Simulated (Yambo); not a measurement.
RbBr (rock salt, space group Fm-3m, No. 225), G0W0@PBEsol in Yambo with this input:

```
rim_cut
gw0
dyson
el_el_corr
HF_and_locXC
ppa
em1d
RandQpts= 1000000
RandGvec= 1 Ry
EXXRLvcs= 46 Ry
VXCRLvcs= 184 Ry
Chimod= "HARTREE"
% BndsRnXp
 1 | 224 |
%
NGsBlkXp= 7 Ry
% LongDrXp
 1.0 | 1.0 | 1.0 |
%
PPAPntXp= 27.2114 eV
% GbndRnge
 1 | 224 |
%
GTermKind= "BG"
DysSolver= "n"
ExtendOut
```

On a 4×4×4 mesh, with wavefunctions cut at 46 Ry, the gap (Γ → Γ) is 6.576 eV and the valence edge shifts by -1.844 eV.

**Question.** What happens with this change: no random integration?

**Answer.** The gap falls by 0.103 eV, to 6.473 eV; the shift of the valence edge becomes -1.637 eV. Neither run is shown to be the converged limit.

Spin-orbit coupling is included.

Geometry relaxed with PBEsol; primitive cell a = 4.839 Å, b = 4.839 Å, c = 4.839 Å, α = 60.00°, β = 60.00°, γ = 60.00°.

A shift is the quasiparticle energy of the state minus its PBEsol energy.
